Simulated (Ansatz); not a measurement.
One crystal and one scan (generalised stacking-fault energy along a line) at two levels, PBE (plane waves to 420 eV, PAW, scalar-relativistic; Ansatz, a program for electronic structure) and r2SCAN (plane waves to 500 eV, PAW, scalar-relativistic; Ansatz), each from its own relaxed cell and on its own mesh. The cell shown is that of PBE.

LiH (rock salt) is sheared across one {100} plane: the third cell vector gains the shift, so faults repeat every 6.0 Å. The cut lies between planes 2.00 Å apart; the cell height is held.

```
CELL_PARAMETERS angstrom
      2.83346     0.00000     0.00000
      0.00000     2.83346     0.00000
      1.41673     1.41673     6.01067
ATOMIC_POSITIONS crystal
  H  0.00000 0.00000 0.83333
  H  0.33333 0.33333 0.16667
  H  0.66667 0.66667 0.50000
  Li 0.50000 0.50000 0.83333
  Li 0.83333 0.83333 0.16667
  Li 0.16667 0.16667 0.50000
```

In-plane vectors a = (2.833, 0.000) Å, b = (0.000, 2.833) Å, area 8.03 Å². The shift is s times the vector a (length 2.833 Å), so s = 1 restores the start. Atoms relax along the normal only. γ = [E(shift) − E(0)] / area.

Energies are extrapolated to zero smearing. LiH was relaxed with its symmetry unable to fall. Faults lie only 6.0 Å apart, and holding the cell height raises γ above its relaxed value. Percentages come from the unrounded values. Both scans cover s from 0.000 to 0.917.

Results of PBE:

* **Lattice constant a (Å)**: 4.007
* **Band gap of the relaxed cell, no spin-orbit coupling (eV)**: 2.98
* **Highest computed γ on the line (mJ/m²)**: 876
* **Position of the highest point**: s = 0.500
* **Local minima between the ends**: no computed point is one

Task: Estimate the r2SCAN values.

Result: 
```
quantity                                                   r2SCAN   PBE − r2SCAN
---------------------------------------------------------  ------  -------------
Lattice constant a (Å)                                      4.005         +0.002
Band gap of the relaxed cell, no spin-orbit coupling (eV)    3.63  -0.65 (-18 %)
Highest computed γ on the line (mJ/m²)                        922   -46 (-5.1 %)
```

PBE gives the lower value for: band gap of the relaxed cell, no spin-orbit coupling; highest computed γ on the line. They agree on: lattice constant a (within 0.2 %). Both give the same position of the highest point: s = 0.500. Neither level is exact: the differences show how much the result hangs on the functional.

(The slope of γ gives the shear force per area between the displaced halves; near zero shift its curvature is an elastic stiffness.)
